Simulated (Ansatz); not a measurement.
Starting cell, GaN (zinc blende):

```xyz
2
Lattice="0.0000 2.2490 2.2490 2.2490 0.0000 2.2490 2.2490 2.2490 0.0000" Properties=species:S:1:pos:R:3 pbc="T T T"
N      3.3734     3.3734     3.3734
Ga     0.0000     0.0000     0.0000
```

In this cell atom 2 (Ga, nearest neighbour N at 1.948 Å; its periodic images, 3.2 Å or more away, move with it) is moved by s towards the nearest neighbour, unit vector (-0.577, -0.577, -0.577); all other atoms and the cell stay fixed.

The numbers are results of r2SCAN (plane waves to 500 eV, PAW, scalar-relativistic; Ansatz, a first-principles code), not measurements. k mesh 10×10×10 (Γ-centred), Fermi-Dirac smearing 0.05 eV. E stands for the smeared free energy. F∥ is the force on the atom along that direction. GaN was relaxed with its symmetry unable to fall. ΔE is measured from the undisplaced structure.

```csv
s (Å),ΔE (meV/cell),F∥ (eV/Å)
-0.190,167,?
-0.152,114,1.302
-0.114,68,1.083
-0.076,32,0.799
-0.038,9,0.441
0.000,0,0.000
0.038,10,-0.535
0.076,42,-1.176
0.114,101,?
0.152,191,-2.834
0.190,318,-3.889
```

Q: What belongs in the gaps?

A: 
- -0.190, F∥ (eV/Å): 1.462
- 0.114, F∥ (eV/Å): -1.936

(For displaced atoms, the force is minus the slope of the energy, and its curvature is a force constant, which sets phonon frequencies.)
